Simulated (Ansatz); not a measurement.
**Comparing deformations in BiTe**

The calculation used DFT PBE, scalar-relativistic, plane waves, PAW in Ansatz 0.2.0. The runs took a 420 eV cutoff, a Γ-centred 14×14×14 mesh and Gaussian smearing (0.15 eV). Spin–orbit coupling is left out, which can shift energies with elements as heavy as these. No spin polarisation. Energies are free energies at this smearing, counted from the undisturbed cell; pressure is positive in compression.

Reference structure (as given, not relaxed at this level; it stands at 0.8 GPa, and it needn't be the usual structure):

```
Bi Te
1.0
     0.00000    3.23500    3.23500
     3.23500    0.00000    3.23500
     3.23500    3.23500    0.00000
Bi Te
1 1
Direct
  0.00000 0.00000 0.00000
  0.50000 0.50000 0.50000
```

The cell is strained by ε times a Voigt pattern (xx, yy, zz, yz, xz, xy; engineering shear) with fractional coordinates fixed. τ = (1/V0) dE/dε comes from the stress tensor. Of each scan, only the three points used here are listed.

| pattern | ε | τ (GPa) |
| --- | --- | --- |
| (0, 0, 0, 0, 0, 1) | -0.0025 | -0.0006 |
| (0, 0, 0, 0, 0, 1) | 0.0000 | 0.0000 |
| (0, 0, 0, 0, 0, 1) | 0.0025 | 0.0006 |
| (1, 1, 0, 0, 0, 0) | -0.0150 | -5.66 |
| (1, 1, 0, 0, 0, 0) | 0.0000 | -1.53 |
| (1, 1, 0, 0, 0, 0) | 0.0150 | 2.05 |
| (0, 0, 1, 0, 0, 0) | -0.0150 | -2.53 |
| (0, 0, 1, 0, 0, 0) | 0.0000 | -0.76 |
| (0, 0, 1, 0, 0, 0) | 0.0150 | 0.70 |

Which constants do the scans give, and which deformation costs least for the same size of strain tensor?

The slope dτ/dε at zero (parabola through three points) is pᵀCp: (0, 0, 0, 0, 0, 1) gives C44 = 0.2 GPa; (1, 1, 0, 0, 0, 0) gives 2(C11 + C12) = 257 GPa; (0, 0, 1, 0, 0, 0) gives C11 = 108 GPa. The size of the strain tensor, ε:ε, is ε² times 0.5, 2.0, 1.0. Per unit of it the stiffnesses are 0.4, 129, 108 GPa, so (0, 0, 0, 0, 0, 1) is the softest of these: at ε:ε = (1 %)² the quadratic term costs 0.00 meV/atom against 1.36 for the stiffest. The starting stress shifts them by about its own size.

What else follows for this cubic crystal?

From the unrounded slopes C11 = 107.9 and C12 = 20.6 GPa, so B = (C11 + 2 C12)/3 = 50 GPa and the Poisson ratio for a pull along a cube edge is C12/(C11 + C12) = 0.16.

How anisotropic is this cubic crystal?

Zener's ratio 2 C44/(C11 − C12) = 0.01; it is 1 for an isotropic solid.

In a metal these slopes depend on the k mesh and the smearing.